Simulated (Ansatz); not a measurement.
# Where the states of Br lie

Space group Cmce (No. 64). a = 6.670 Å, b = 4.480 Å, c = 8.720 Å, α = 90.00°, β = 90.00°, γ = 90.00°
| atom | site | symmetry | x | y | z |
| --- | --- | --- | --- | --- | --- |
| Br | 8f | m.. | 0.5000 | 0.3650 | 0.1100 |

The runs use the primitive cell with vectors (3.335, -2.240, 0.000), (3.335, 2.240, 0.000), (0.000, 0.000, 8.720) Å, to which the k mesh refers.

The cell comes from COD entry 9008594, which wasn't checked; take it as a given geometry.

All numbers below come from DFT, PBE, all-electron LAPW, scalar-relativistic (Ansatz 0.2.0).

Numerical set-up: a Γ-centred 7×7×3 k mesh, Fermi–Dirac smearing of 0.01 eV, basis error target 1 meV/atom, no spin polarisation.

States per eV and cell, averaged over 0.4 eV, from -5.1 to 2.7 eV, with energies (bin centres) from the valence-band top; empty bins are left out. The partial columns, the largest 2 alone, are projections on Löwdin-orthogonalised atomic shells (those that the program's projection atoms carry: the occupied ones and, for some elements, an empty d or f shell; other empty shells have no column), summed over atoms of an element. Weights on diffuse s and p shells depend on that basis and aren't pure angular character.

```json
{"E (eV)": "-5.0", "total": "5.23", "Br 4p": "4.91", "Br 4s": "0.27"}
{"E (eV)": "-4.6", "total": "3.57", "Br 4p": "3.27", "Br 4s": "0.26"}
{"E (eV)": "-4.2", "total": "1.20", "Br 4p": "1.08", "Br 4s": "0.10"}
{"E (eV)": "-3.8", "total": "0.25", "Br 4p": "0.25", "Br 4s": "0.00"}
{"E (eV)": "-3.4", "total": "3.19", "Br 4p": "3.14", "Br 4s": "0.03"}
{"E (eV)": "-3.0", "total": "4.49", "Br 4p": "4.40", "Br 4s": "0.06"}
{"E (eV)": "-2.6", "total": "4.98", "Br 4p": "4.91", "Br 4s": "0.04"}
{"E (eV)": "-2.2", "total": "5.96", "Br 4p": "5.88", "Br 4s": "0.03"}
{"E (eV)": "-1.8", "total": "1.13", "Br 4p": "1.12", "Br 4s": "0.00"}
{"E (eV)": "-1.4", "total": "0.38", "Br 4p": "0.38", "Br 4s": "0.00"}
{"E (eV)": "-1.0", "total": "4.41", "Br 4p": "4.36", "Br 4s": "0.03"}
{"E (eV)": "-0.6", "total": "7.02", "Br 4p": "6.94", "Br 4s": "0.05"}
{"E (eV)": "-0.2", "total": "8.18", "Br 4p": "8.13", "Br 4s": "0.02"}
{"E (eV)": "1.8", "total": "0.92", "Br 4p": "0.85", "Br 4s": "0.05"}
{"E (eV)": "2.2", "total": "4.77", "Br 4p": "4.44", "Br 4s": "0.21"}
{"E (eV)": "2.6", "total": "4.31", "Br 4p": "4.05", "Br 4s": "0.14"}
```

Task: Which of the resolved shells contributes most in the top eV of the valence band?

Result: Br 4p, with 99 % of all states there; Br 4s follows with 1 %.
